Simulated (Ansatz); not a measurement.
Cd (hcp, Mg type)

```xyz
2
Lattice="2.9621 0.0000 0.0000 -1.4810 2.5652 0.0000 0.0000 0.0000 5.8011" Properties=species:S:1:pos:R:3 pbc="T T T"
Cd     0.0000     1.7101     4.3508
Cd     1.4810     0.8551     1.4503
```

This relaxed cell (volume V₀) is scaled evenly in all directions, its shape held. Symmetry pins the atoms to their sites.

All values below come from r2SCAN (plane waves to 500 eV, PAW, scalar-relativistic; Ansatz, a program for electronic structure). k mesh 18×18×8 (Γ-centred), Fermi-Dirac smearing 0.05 eV. The energy includes the smearing's −TS. Stress and pressure are positive under compression. With the shape held, the modulus is that of even scaling; a crystal free to change shape is softer. Cd was relaxed with its symmetry unable to fall. The PAW data are Ansatz's earlier set. The zero of ΔE is the relaxed starting cell. The last digit holds for this mesh only.

```
V (Å³/atom)  ΔE (meV/atom)
-----------  -------------
20.717                16.3
20.937            withheld
21.158                 6.9
21.378                 3.8
21.599                 1.7
21.819                 0.4
22.039                 0.0
22.260                 0.4
22.480                 1.5
22.700                 3.3
22.921                 5.8
23.141                 8.9
23.362                12.5
```

Question: Fit a third-order Birch-Murnaghan form (E₀, V₀, B₀, B₀′ free) to the given rows and predict ΔE at V = 20.937.

Answer: Least squares on the 12 given rows: ΔE = E₀ + (9V₀B₀/16)·y²·[2 + (B₀′ − 4)y], y = (V₀/V)^(2/3) − 1, with V₀ = 22.040 Å³/atom, B₀ = 57.42 GPa (160.2 GPa = 1 eV/Å³; the term in eV is multiplied by 1000), B₀′ = 5.55, E₀ = 0.00 meV/atom; root-mean-square residual 0.02 meV/atom. At 20.937 the fit gives 11.1 meV/atom; the calculation gives 11.1 meV/atom, the same to the digits shown. For the pressure the fit gives 3.4 GPa against the computed 3.4 GPa.

(Under strain, the slope of the energy per volume gives the stress and its curvature an elastic modulus.)
